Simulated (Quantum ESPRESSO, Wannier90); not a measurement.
## Wannierisation of SrTl (CsCl type)

```xyz
2
Lattice="4.0629 0.0000 0.0000 0.0000 4.0629 0.0000 0.0000 0.0000 4.0629" Properties=species:S:1:pos:R:3 pbc="T T T"
Sr     0.0000     0.0000     0.0000
Tl     2.0314     2.0314     2.0314
```

Materials Project entry mp-2434; symmetrised, unrelaxed at this level. COD (Crystallography Open Database) has an entry of this formula and space group (matched by these alone). Method: PBEsol plane waves in Quantum ESPRESSO 7.5 (PseudoDojo norm-conserving files, 55 Ry, no spin polarisation, no spin-orbit coupling), Bloch states on a 8×8×8 mesh through Γ, Wannier90 4.0.1. Density: 10×10×10 mesh, cold smearing 0.01 Ry. Spin-orbit coupling is left out although heavy elements are present.

A tight-binding model is made by disentanglement and projection with no localisation steps (num_iter = 0), so the 13 orbitals stay atom-like: hydrogen-like Sr: s;p;d; Tl: s;p, axes along x, y, z; frozen window up to 1.50 eV relative to the Fermi level. It follows pw.x to 3.0 meV rms for states up to 1.0 eV relative to the Fermi level. Matrix elements depend on this choice of orbitals and windows.

**Question.** What are the on-site energies relative to the Fermi level, and how fast do the hoppings decay?

**Answer.** 
| atom | orbitals | energy (eV) |
|---|---|---|
| Sr1 | s | 3.82 |
| Sr1 | pz px py | 8.13 |
| Sr1 | dz2 dx2-y2 | 4.36 |
| Sr1 | dxz dyz dxy | 4.54 |
| Tl2 | s | -4.53 |
| Tl2 | pz px py | 3.91 |

| distance of the centres (Å) | largest modulus (eV) |
|---|---|
| 3–4 | 0.69 |
| 4–5 | 1.3 |
| 5–6 | 0.16 |
| 6–7 | 0.092 |
| 7–8 | 0.15 |
| 8–9 | 0.052 |
| 9–10 | 0.027 |
| 10–11 | 0.013 |
| 11–12 | 0.0075 |
| 12–13 | 0.0094 |
